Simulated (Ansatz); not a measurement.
Given:

PdSeO4:
```
PdSeO4
1.0
    3.89253     3.20828     0.00000
   -3.89253     3.20828     0.00000
   -1.16772     0.00000     7.60312
Pd Se O
2 2 8
Direct
  0.00000   0.50000   0.50000
  0.50000   0.00000   0.00000
  0.06611   0.06611   0.25000
  0.93389   0.93389   0.75000
  0.88364   0.25611   0.71103
  0.11636   0.74389   0.28897
  0.25611   0.88364   0.78897
  0.74389   0.11636   0.21103
  0.19881   0.23240   0.42651
  0.80119   0.76760   0.57349
  0.23240   0.19881   0.07349
  0.76760   0.80119   0.92651
```

This is the PBEsol-relaxed structure. Tensor components refer to the Cartesian frame of this cell.

**Question.** All from the program Ansatz at the PBEsol level (PAW), unless another level is named. Give the electronic dielectric constant ε∞ (DFPT).

**Answer.** 4.64 (xx), 4.33 (yy), 5.09 (zz).

**Question.** Next, the Born charges (a third of the trace)?

**Answer.** Pd +1.37, Se +4.05, O -1.37 to -1.34 e.

Space group C2/c. The workflow started from a Materials Project entry (that database holds measured and hypothetical structures alike); the Crystallography Open Database copy checked does not list it. Whether it is the stable phase at ambient conditions was not checked. Symmetry was held in the PBEsol relaxation; whether a distortion lowers the energy is not shown. No spin polarisation was allowed. Scalar-relativistic: spin–orbit coupling is off unless named, which matters more the heavier the elements.

Potentials: the later of the program's two PAW sets.
